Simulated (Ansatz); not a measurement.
Put BeOs₃ in P-3m1 (No. 164): Be on 1a; Os on 2d and 1b. The cell of BeOs₃ is invented: close-packed layers stacked ABCB (elements of the layers in order: Os Be Os Os).

These are results of Ansatz, DFT PBE, scalar-relativistic, plane waves, PAW, not measurements. Cutoff 420 eV, Γ-centred mesh, Gaussian smearing, no spin polarisation.

The zero of energy is the elements' standard structures at the same level; no fitted shifts are applied.

**Question.** Predict the relaxed structure.

**Answer.**

Space group P-3m1 (No. 164). a = 2.723 Å, b = 2.723 Å, c = 8.196 Å, α = 90.00°, β = 90.00°, γ = 120.00°
| atom | site | symmetry | x | y | z |
| --- | --- | --- | --- | --- | --- |
| Be | 1a | -3m. | 0.0000 | 0.0000 | 0.0000 |
| Os | 2d | 3m. | 0.6667 | 0.3333 | 0.7656 |
| Os | 1b | -3m. | 0.0000 | 0.0000 | 0.5000 |

Around Be lie 6 Os at 2.48 Å and 6 Be at 2.72 Å; Os on a site of symmetry 3m has 3 Be at 2.48 Å and 9 Os at 2.69–2.72 Å; Os on a site of symmetry -3m is surrounded by 12 Os at 2.69–2.72 Å. Another local minimum with the same sites may exist.

**Question.** And its energy and gap?

**Answer.** The formation energy is +0.13 eV/atom and the gap on the 18×18×6 mesh of the 4-atom cell is 0 eV (a metal). A positive value: parting into the elements would lower its energy.

The last run used Gaussian smearing of 0.10 eV. These runs have no spin–orbit coupling, which can matter for Os. Symmetry constrained the relaxation, so the result can be a saddle point.
